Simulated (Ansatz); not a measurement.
MnHg (P4/mmm); Mn2 tilted by 45° from z and held.

```xyz
4
Lattice="3.2880 3.2880 0.0000 0.0000 0.0000 3.3130 3.2880 -3.2880 0.0000" Properties=species:S:1:pos:R:3 pbc="T T T"
Mn    1.6440    1.6440    1.6565
Mn    1.6440   -1.6440    1.6565
Hg    0.0000    0.0000    0.0000
Hg    3.2880    0.0000    0.0000
```

Geometry: a structure as deposited in COD, repeated to hold the magnetic orders; nothing is relaxed.

Settings: PBE, 8×11×8 k mesh, Fermi–Dirac smearing of 0.05 eV. PAW means Ansatz 0.2.0 on its default frozen-core files. Site moments are integrated in spheres about the atoms. Start moments (μB): Mn1 3.8, Mn2 3.8.

The self-consistent cycle went as follows.

| iteration | Harris–Foulkes energy less the last (meV) | density residual (eV) | ∫|m| (μB) |
| --- | --- | --- | --- |
| 1 | -1555.395 | 1.4e+01 | 7.1049 |
| 2 | -119.139 | 1.6e+00 | 7.6480 |
| 3 | 3.926 | 5.2e-01 | 7.8121 |
| 4 | 10.830 | 3.5e-02 | 8.0959 |
| 5 | -6.951 | 1.6e-02 | 8.1574 |
| 6 | 0.879 | 6.3e-04 | 8.2172 |
| 7 | -0.157 | 1.4e-03 | 8.2338 |
| 8 | 0.000 | 3.7e-05 | 8.2330 |
| 9 | 0.000 | 3.0e-06 | 8.2337 |
| 10 | 0.000 | 3.3e-07 | 8.2336 |
| 11 | 0.000 | 2.5e-08 | 8.2338 |

Site moments (μB): Mn1 (0.00, 0.00, 3.83); Mn2 (2.71, 0.00, 2.71); Hg3 (-0.01, 0.00, -0.02); Hg4 (-0.01, 0.00, -0.02). Cell moment 7.11 μB.

The Ansatz runs typed with the search for lower states off end where their start leads. Spin–orbit coupling is left out although heavy atoms are present. None of this fixes the real material's magnetic order: only patterns that fit the cell were computed, at zero temperature, with a functional that can overstate moments.
